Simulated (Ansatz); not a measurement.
Cu3Pd (Cu3Au type, Pm-3m), a = 3.613 Å, b = 3.613 Å, c = 3.613 Å, α = 90.00°, β = 90.00°, γ = 90.00°.

Relaxed with LDA.

Q: Which orbitals make up the states near the Fermi level in plane-wave PAW LDA (Ansatz code)?

A: Within 0.5 eV of the Fermi level: Cu 3d 36 %, Cu 4s 31 %, Pd 4d 19 %, outside the projected shells 13 %. Projections are on Löwdin-orthogonalised atomic valence shells; empty p or d shells of many metals are not among them.

Q: Tabulate the density of states.

A: States/eV per cell of 4 atoms, in 0.25 eV bins, energy from the Fermi level.

```csv
E (eV),total,Cu 3d,Pd 4d,Cu 4s
-7.85,0.35,0.00,0.00,0.33
-7.60,0.41,0.01,0.01,0.37
-7.35,0.46,0.01,0.01,0.41
-7.10,0.52,0.02,0.02,0.45
-6.85,0.59,0.03,0.04,0.50
-6.60,0.73,0.05,0.06,0.59
-6.35,0.81,0.07,0.09,0.61
-6.10,0.99,0.12,0.16,0.68
-5.85,1.48,0.25,0.37,0.82
-5.60,2.30,0.59,0.85,0.81
-5.35,3.51,1.32,1.30,0.81
-5.10,4.35,1.65,1.79,0.82
-4.85,3.72,1.49,1.70,0.47
-4.60,4.87,2.73,1.82,0.25
-4.35,7.05,4.49,2.23,0.14
-4.10,9.18,5.42,3.36,0.12
-3.85,5.83,3.65,1.98,0.08
-3.60,5.18,3.59,1.34,0.14
-3.35,8.37,6.48,1.48,0.24
-3.10,10.00,8.25,1.31,0.23
-2.85,14.19,12.08,1.47,0.37
-2.60,12.19,10.44,1.29,0.26
-2.35,9.66,8.34,0.91,0.20
-2.10,11.30,10.11,0.84,0.19
-1.85,8.79,7.48,1.06,0.13
-1.60,8.93,6.37,2.35,0.13
-1.35,12.96,9.85,2.85,0.18
-1.10,8.77,5.58,2.90,0.23
-0.85,7.17,4.23,2.51,0.34
-0.60,3.10,1.50,1.12,0.35
-0.35,1.78,0.77,0.50,0.40
-0.10,1.61,0.57,0.23,0.56
0.15,1.35,0.44,0.16,0.55
0.40,0.89,0.21,0.12,0.36
0.65,0.74,0.14,0.10,0.29
0.90,0.68,0.10,0.08,0.24
1.15,0.74,0.10,0.09,0.21
1.40,1.15,0.14,0.16,0.29
1.65,1.14,0.12,0.14,0.29
1.90,1.14,0.11,0.12,0.28
2.15,1.18,0.10,0.10,0.27
2.40,1.11,0.08,0.08,0.25
2.65,1.02,0.07,0.07,0.21
2.90,0.98,0.06,0.05,0.19
3.15,0.93,0.05,0.05,0.17
3.40,0.88,0.04,0.04,0.15
3.65,0.82,0.04,0.03,0.13
3.90,0.78,0.03,0.03,0.12
4.15,0.73,0.03,0.02,0.10
4.40,0.67,0.02,0.02,0.09
4.65,0.61,0.02,0.02,0.07
```

The first step of the workflow began from a Materials Project structure, measured or hypothetical; the Crystallography Open Database files this formula in space group No. 221, but the cells were not matched. Its standing as an ambient phase is unchecked. The LDA relaxation kept the symmetry of its start; whether a distortion lowers the energy is not shown. No spin polarisation was allowed. Scalar-relativistic: spin–orbit coupling is off unless named, which matters more the heavier the elements.

Potentials: the later of the program's two PAW sets.
